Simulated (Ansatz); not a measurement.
Below is a relaxed structure of Ti2W3. The cell was found from a structure generator's guess, not taken from experiment.

All numbers below come from DFT PBE, scalar-relativistic, plane waves, PAW in Ansatz 0.2.0. Cutoff 420 eV, Γ-centred mesh, Gaussian smearing, no spin polarisation.

```xyz
5
Lattice="0.0000 2.2743 11.3998 1.5863 0.0000 11.3998 1.5863 2.2743 0.0000" Properties=species:S:1:pos:R:3 pbc="T T T"
Ti    1.5863    2.2743    4.4564
Ti    1.5863    2.2743   18.3432
W     0.0000    0.0000    0.0000
W     1.5863    2.2743   13.6265
W     1.5863    2.2743    9.1730
```

Energies over the elements count from the elements' standard structures at the same level, with no fitted energy shifts.

Question: Find its symmetry and describe it.

Answer: Fmmm (No. 69), with Ti and W ordered on bcc sites. Conventional cell: a = 3.173 Å, b = 4.549 Å, c = 22.800 Å. Around Ti lie 2 W at 2.74 Å, 4 Ti at 2.77 Å, 2 Ti at 2.95 Å, 2 Ti at 3.17 Å, 2 W at 3.18 Å and 2 Ti at 3.37 Å; around W on a site of symmetry mmm lie 8 W at 2.73–2.77 Å and 6 W at 3.17–3.18 Å; W on a site of symmetry mm2 has 6 W at 2.73–2.77 Å, 2 Ti at 2.74 Å, 4 W at 3.17–3.18 Å and 2 Ti at 3.18 Å.

Question: What is its formation energy per atom?

Answer: +0.01 eV/atom. The formation energy is too near zero to say whether this cell lies below the elements.

Question: Is it a metal?

Answer: Yes, bands cross the Fermi level on the 14×14×14 mesh.

The last run used a 14×14×14 mesh for its 5-atom cell and Gaussian smearing of 0.10 eV. For metals, differences of a few meV/atom aren't resolved. These runs have no spin–orbit coupling, which can matter for W. A later test with randomly moved atoms ended 2 meV/atom lower on a coarse mesh, in C2/m at a loose tolerance, which is no clear verdict on its stability.
